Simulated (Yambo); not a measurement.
```
CELL_PARAMETERS angstrom
      0.00000     2.53948     2.53948
      2.53948     0.00000     2.53948
      2.53948     2.53948     0.00000
ATOMIC_POSITIONS crystal
  Be 0.00000 0.00000 0.00000
  Se 0.75000 0.75000 0.75000
```

Response from Yambo on norm-conserving PBE (stringent potentials; Quantum ESPRESSO, 106 Ry, no spin-orbit coupling) bands: 18×18×18 mesh, 31 bands, 4 Ry local-field block, 0.2 eV broadening.

Question: Give the static electronic dielectric constant without and with local fields.

Answer: 
```tsv
field along	ε(0), independent particles	ε(0), RPA with local fields	refractive index √ε
x	6.56	5.70	2.39
```
Electronic (clamped-ion) response only. PBE gaps are usually too small, which raises these values. Convergence of the RPA response with its 18×18×18 mesh was not tested.

Geometry strained from the cell relaxed with PBEsol, atoms relaxed again.
